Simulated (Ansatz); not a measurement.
# Property card for VCl2O

VCl$_{2}$O:
```
CELL_PARAMETERS angstrom
     -1.73317     1.78632     5.97757
      1.73317    -1.78632     5.97757
      1.73317     1.78632    -5.97757
ATOMIC_POSITIONS crystal
  V  0.50000 0.00000 0.50000
  Cl 0.63749 0.63749 0.00000
  Cl 0.36251 0.36251 0.00000
  O  0.00000 0.00000 0.00000
```
The run is spin-polarised; directions of the spins, atom by atom: ↑ 0 0 0.

Space group Immm (No. 71); conventional cell a = 3.466 Å, b = 3.573 Å, c = 11.955 Å, α = 90.00°, β = 90.00°, γ = 90.00°.

Method: plane-wave PAW r²SCAN+D4 (Ansatz code). The cell and atoms are relaxed at this level. Other levels are named where they apply.

### Cell and energy

```yaml
volume_per_atom: 18.51 Å³
density: 3.09 g/cm³
Formation energy from the elements (no fitted shifts): -177 kJ/mol-atom
```

### Electronic structure

```yaml
band_gap: 0.17 eV (indirect)
valence_band_maximum: on the X–F2 line, 58 % of the way from X (k = 0.365, -0.370, -0.365 in fractions of the reciprocal vectors)
conduction_band_minimum: at R (k = 0.000, 0.500, 0.000 in fractions of the reciprocal vectors) (2 equivalent valleys)
smallest_direct_gap_on_the_standard_path: 0.49 eV
hole_effective_mass: 0.88, 1.6, 1.6 mₑ (principal values)
```

### Magnetism

```yaml
magnetic_order: ferromagnetic
net_moment: 0.25 μB per atom
```

### Mechanics

```yaml
Bulk modulus (Birch–Murnaghan fit): 21.8 GPa
Pressure derivative B′: 13.2
```

### Charges

```yaml
bader_charges: V +2.04, Cl -0.53, O -0.99 e
```

The first step of the workflow began from a Materials Project structure, measured or hypothetical; the Crystallography Open Database copy checked does not list it. Whether it is the stable phase at ambient conditions was not checked. The cell was relaxed with r²SCAN+D4 under the symmetry of its start; whether a distortion lowers the energy is not shown. The final state is ferromagnetic, chosen from 3 collinear starts compared on coarse meshes (ties went to the first, and starts can fall back to one state), not a proven ground state. Other orbital occupations within this spin state were not tried. No Hubbard U is applied. Point labels and valley counts follow the cell and symmetry of the run, lower than the named group. The references are the lowest solids computed at this level, not always the standard phases (solids in place of the gases).

Potentials: the later of the program's two PAW sets.
